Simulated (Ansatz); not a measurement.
Hcp Ru (0001), 4 layers, DFT, PBE, PAW with Ansatz's default frozen-core files, scalar-relativistic (Ansatz 0.2.0), on 1 thread of Intel(R) Xeon(R) Platinum 8259CL CPU @ 2.50GHz (Skylake/Cascade Lake) (shared host).

Command: `ansatz run input.yaml --threads 1 --pin off --max-ram 3584MiB --backend cpu --events-out ev --progress --plain --runs-dir out`

```yaml
crystal:
  lattice:
    - [2.7207384563, 0.0, 0.0]
    - [-1.3603692281, 2.3562286202, 0.0]
    - [0.0, 0.0, 22.4441]
  atoms:
    - { symbol: Ru, position: [0.8333333333, 0.1666666667, 0.3595836581] }
    - { symbol: Ru, position: [0.1666666667, 0.8333333333, 0.4517987726] }
    - { symbol: Ru, position: [0.8333333333, 0.1666666667, 0.5482012274] }
    - { symbol: Ru, position: [0.1666666667, 0.8333333333, 0.6404163418] }
kpoints:
  mp_grid: { grid: [14, 14, 1] }
scf:
  occupations: { method: fermi_dirac, width: 0.08 }
hamiltonian:
  xc: pbe
  pseudopotentials: { kind: paw }
output:
  forces: true
  stress: true
  eigenvalues: true
  core_levels:
    shells: { Ru: ["3d"] }
    counted_from: fermi_level
    add_spin: false
```

Problem. How large is the problem that the program sets up?

Solution. 24 irreducible k-points, 2841 plane waves at Γ, 39 bands.

Problem. About how long does it take?

Solution. 41 s of wall time for 8 SCF iterations. Times on shared machines scatter by tens of per cent.
